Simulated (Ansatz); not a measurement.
Non-collinear states of AlFe (Pm-3m)

The source of the geometry is a structure as deposited in COD, repeated to hold the magnetic orders; atoms and cell stay fixed.

Settings: PBE, 7×10×7 k mesh, Fermi–Dirac smearing of 0.1 eV. PAW means Ansatz 0.2.0 on its default frozen-core files. Site moments are integrated in spheres about the atoms.

The reference run was typed so:

```yaml
crystal:
  lattice:
    - [0.0, 2.91, 2.91]
    - [2.91, 0.0, 0.0]
    - [0.0, 2.91, -2.91]
  atoms:
    - { symbol: Al, position: [0.0, 0.0, 0.0] }
    - { symbol: Al, position: [0.5, 0.0, 0.5] }
    - { symbol: Fe, position: [0.5, 0.5, 0.0], spin: 0.8, spin_axis: [0.0, 0.0, 1.0] }
    - { symbol: Fe, position: [0.0, 0.5, 0.5], spin: 0.8, spin_axis: [0.0, 0.0, 1.0] }
magnetization:
  noncollinear: true
kpoints:
  mp_grid: { grid: [7, 10, 7] }
scf:
  occupations: { method: fermi_dirac, width: 0.1 }
  lower_state_search: "off"
hamiltonian:
  xc: pbe
  pseudopotentials: { kind: paw }
output:
  eigenvalues: false
```

Command: `ansatz run input.yaml --threads 2 --pin off --max-ram 6144MiB --backend cpu --events-out ev --progress --plain --runs-dir out`

The input for «Fe4 tilted by 160° from z and held» by PAW differs from it in these lines, output keys apart:

```diff
-    - { symbol: Fe, position: [0.0, 0.5, 0.5], spin: 0.8, spin_axis: [0.0, 0.0, 1.0] }
+    - { symbol: Fe, position: [0.0, 0.5, 0.5], spin: 0.8, spin_axis: [0.34202014, 0.0, -0.93969262] }
+  spin_locking: { lock_directions: true }
+  max_iter: 150
```

The runs use spinors without spin–orbit coupling. In the held states a penalty keeps the direction of every atom that starts with a moment, the untilted ones along z, with sizes free, and the energy is taken at the target. Energies count from the run that starts parallel.

```csv
state,ΔF PAW (meV/atom),"largest moment, PAW (μB)","size of M, PAW (μB/cell)",directions kept
parallel moments on spinors,0.0,0.76,1.45,yes
Fe4 tilted by 20° from z and held,+0.2,0.77,1.43,yes
Fe4 tilted by 50° from z and held,+1.2,0.79,1.36,yes
Fe4 tilted by 90° from z and held,+3.5,0.83,1.14,yes
Fe4 tilted by 130° from z and held,+6.2,0.88,0.73,yes
Fe4 tilted by 160° from z and held,+7.5,0.92,0.31,yes
start Fe3↑ Fe4↓ on spinors,+7.8,0.93,0.00,yes
```

Fit ΔF(θ) = A(1 − cos θ) + B sin²θ to the PAW points, the reversed state at 180° included. How well does a Heisenberg model do?

A = +3.9 and B = -0.3 meV/atom, with a worst miss of 0.0 meV/atom. B is small beside A, so bilinear exchange describes the turn well.

For the state «Fe4 tilted by 130° from z and held», by PAW: Site moments (μB): Al1 (-0.01, 0.00, -0.01); Al2 (-0.01, 0.00, -0.01); Fe3 (0.01, 0.00, 0.88); Fe4 (0.68, 0.00, -0.56). Cell moment 0.73 μB.

The Ansatz runs typed with the search for lower states off end where their start leads. The magnetic state is the one that this cell and start allow. It needn't be the compound's measured order, which may need a larger cell or be absent.
